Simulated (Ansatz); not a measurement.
One crystal and one scan (frozen-phonon scan) at two levels, PBE (plane waves to 420 eV, PAW, scalar-relativistic; Ansatz, a first-principles code) and r2SCAN (plane waves to 500 eV, PAW, scalar-relativistic; Ansatz), each from its own relaxed cell and on its own mesh. The cell shown is that of PBE.

Starting cell, Au (fcc, Cu type):

```xyz
2
Lattice="0.0000 4.1572 4.1572 2.0786 0.0000 2.0786 2.0786 2.0786 0.0000" Properties=species:S:1:pos:R:3 pbc="T T T"
Au     0.0000     0.0000     0.0000
Au     2.0786     2.0786     4.1572
```

A phonon eigenvector at L = (0.5, 0.0, 0.0) is frozen into this cell: atom i moves by Q times the vector below, so Q is the largest atomic displacement, in Å. The cell is held. It is one choice among 2 degenerate patterns. (q is in reciprocal vectors of the primitive cell; the cell shown is doubled to hold the pattern.)

```tsv
atom	x	y	z
Au1	-0.285	0.520	-0.805
Au2	0.285	-0.520	0.805
```

Au was relaxed with its symmetry unable to fall. Spin-orbit coupling is left out, though Au is heavy. With partly filled bands, energies and forces of such displacements shift with the k mesh and the smearing. Percentages come from the unrounded values. Both scans cover Q from -0.180 to 0.180 Å.

Results of PBE:

| Property | Result |
|---|---|
| Lattice constant a (Å) | 4.157 |
| Energy at Q = 0.180 Å (meV/cell) | 64 |
| Space group of the distorted cell | P-1 (No. 2), lowered from Fm-3m |
| Symmetry of the curve | even: the same for both signs |
| Shape of the curve | a single well with its minimum at or next to zero displacement |

Q: What does r2SCAN give for the same quantities?

A: 
```json
[
 {"quantity": "Lattice constant a (Å)", "r2SCAN": "4.124", "PBE − r2SCAN": "+0.033 (+0.8 %)"},
 {"quantity": "Energy at Q = 0.180 Å (meV/cell)", "r2SCAN": "66", "PBE − r2SCAN": "-2 (-4 %)"}
]
```

PBE gives the higher value for: lattice constant a. Both give the same space group of the distorted cell: P-1 (No. 2), lowered from Fm-3m.

(A displaced cell: forces are minus the slopes of the energy, force constants its curvatures, and phonons follow from these.)
